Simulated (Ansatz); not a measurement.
MgTl:
```
CELL_PARAMETERS angstrom
      3.62341     0.00000     0.00000
      0.00000     3.62341     0.00000
      0.00000     0.00000     3.62341
ATOMIC_POSITIONS crystal
  Mg 0.00000 0.00000 0.00000
  Tl 0.50000 0.50000 0.50000
```

Relaxed with PBEsol. Special points in fractions of this cell's reciprocal vectors: Γ (0.000, 0.000, 0.000); X (0.000, 0.500, 0.000); M (0.500, 0.500, 0.000); R (0.500, 0.500, 0.500).

Q: List the band energies nearest the Fermi level at these points for PBEsol (plane waves, PAW; program Ansatz).

A: In eV from the Fermi level; about four levels below and three above (degenerate sets whole), none deeper than 8.9 eV; … stands for higher levels left out; points with the same levels are listed once.

```csv
k,below,above
Γ,–,2.44 2.44 2.44
X,-7.39 -4.92,4.69 4.69 6.03
M,-5.47 -2.61 -2.61 -0.23,7.29 8.23 …
R,-3.62 -0.30 -0.30 -0.30,2.09 2.09 2.09
```

Space group Pm-3m (CsCl type). The workflow started from an entry of the Crystallography Open Database (COD). Whether it is the stable phase at ambient conditions was not checked. The PBEsol relaxation kept the symmetry of its start; of distortions, only those at the zone centre were tested. Spin–orbit coupling is left out wherever it is not named.

Potentials: the later of the program's two PAW sets.
